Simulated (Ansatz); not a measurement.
The start is a randomly generated symmetric cell of NiS (space group No. 123). Cell shape, volume and atoms are optimised at zero target pressure with PBE (plane waves to 420 eV, PAW, scalar-relativistic; Ansatz, a quantum-chemistry and plane-wave program). The first steps use a coarse 6×6×12 k-mesh.

Initial structure:
```
NiS
1.0
    3.99506     0.00000     0.00000
    0.00000     3.99506     0.00000
    0.00000     0.00000     1.92459
Ni S
1 1
Direct
  0.50000   0.50000   0.00000
  0.00000   0.00000   0.00000
```
Spin-polarised start, with parallel moments on Ni.

```yaml
outcome: The space group stays P4/mmm (No. 123) (the run could not lower it), with 2 atoms in the primitive cell
energy_released: 1.67 eV/atom
volume_change: -9.9 %, from 15.36 to 13.83 Å³/atom
Shortest distances (start → end): "The closest pairs of elements (up to four, under 3.6 Å), start → end: Ni–Ni 1.92 → 2.65 Å; S–S 1.92 → 2.65 Å; Ni–S 2.82 → 2.29 Å"
band_gap_at_the_end: no gap (metallic)
moments_at_the_end: zero (the starting moments vanished)
optimiser_moves: 22
```

Relaxed structure:

```cif
data_NiS
_chemical_formula_sum 'Ni1 S1'
_space_group_name_H-M_alt 'P4/mmm'
_space_group_IT_number 123
_space_group_name_Hall '-P 4 2'
_cell_length_a 3.23166
_cell_length_b 3.23166
_cell_length_c 2.64942
_cell_angle_alpha 90.000
_cell_angle_beta 90.000
_cell_angle_gamma 90.000
loop_
_atom_site_label
_atom_site_type_symbol
_atom_site_symmetry_multiplicity
_atom_site_Wyckoff_symbol
_atom_site_fract_x
_atom_site_fract_y
_atom_site_fract_z
_atom_site_occupancy
Ni1 Ni 1 c 0.50000 0.50000 0.00000 1
S1 S 1 a 0.00000 0.00000 0.00000 1
```

Final values are on a 14×14×17 k-mesh of the relaxed cell. No spin polarisation in the result: the starting moments vanished. A magnetic state may lie lower.

The run could not lose the symmetry of its start: the end is stationary, and may be a saddle point rather than a minimum.

All atoms sit on sites fixed by symmetry, so only the cell could relax.

The relaxed structure here is a generated cell of NiS: the first start was made by a random draw of sites in a space group, and the end was not matched to a known phase here, so it may be hypothetical. Known forms of NiS include space group No. 160.
